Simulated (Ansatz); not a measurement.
KF:
```yaml
crystal:
  lattice:
    - [0.00000, 2.65327, 2.65327]
    - [2.65327, 0.00000, 2.65327]
    - [2.65327, 2.65327, 0.00000]
  atoms:
    - { symbol: K, position: [0.00000, 0.00000, 0.00000] }
    - { symbol: F, position: [0.50000, 0.50000, 0.50000] }
```

Relaxed with PBEsol. Special points in fractions of this cell's reciprocal vectors: Γ (0.000, 0.000, 0.000); X (0.500, 0.000, 0.500); U (0.625, 0.250, 0.625); K (0.375, 0.375, 0.750); L (0.500, 0.500, 0.500); W (0.500, 0.250, 0.750).

Task: List the band energies nearest the valence-band maximum at these points for PBEsol in the plane-wave PAW code Ansatz.

Result: In eV from the valence-band maximum; about four levels below and three above (degenerate sets whole), none deeper than 8.9 eV; points with the same levels are listed once.

```json
[
 {"k": "Γ", "below": "0.00 0.00 0.00", "above": "6.15 10.69 10.69 10.69"},
 {"k": "X", "below": "-0.20 -0.05 -0.05", "above": "8.13 10.36 11.82"},
 {"k": "U", "below": "-0.35 -0.20 -0.19", "above": "8.91 10.73 11.13"},
 {"k": "L", "below": "-0.83 -0.37 -0.37", "above": "9.07 10.61 12.11 12.11"},
 {"k": "W", "below": "-0.43 -0.16 -0.16", "above": "9.71 9.71 11.26"}
]
```

Space group Fm-3m (rock salt). The PBEsol relaxation kept the symmetry of its start.

Potentials: the later of the program's two PAW sets.
